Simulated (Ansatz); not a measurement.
Bi (A7 (α-As type)), relaxed and computed with several functionals in Ansatz (plane waves, PAW).

| functional | a (Å) | c (Å) | V (Å³/atom) | B₀ by P(V) fit (GPa) | K_Hill (GPa) | G_Hill (GPa) | Θ_D (K) |
|---|---|---|---|---|---|---|---|
| PBEsol | 4.525 | 11.651 | 34.43 | 37.2 | 38.1 | 13.6 | 120 |
| LDA | 4.493 | 11.498 | 33.50 | 41.3 | 42.0 | 15.0 | 125 |
| PBE+D3(BJ) | 4.533 | 11.659 | 34.58 | 37.6 | 38.2 | 14.3 | 122 |

All cells were relaxed under the symmetry of their starts (and spin orders); stability against distortions was not tested throughout. Scalar-relativistic: spin–orbit coupling is off unless named, which matters more the heavier the elements.

Potentials: the later of the program's two PAW sets.

Ansatz (a quantum-chemistry and plane-wave program) is a plane-wave DFT program.
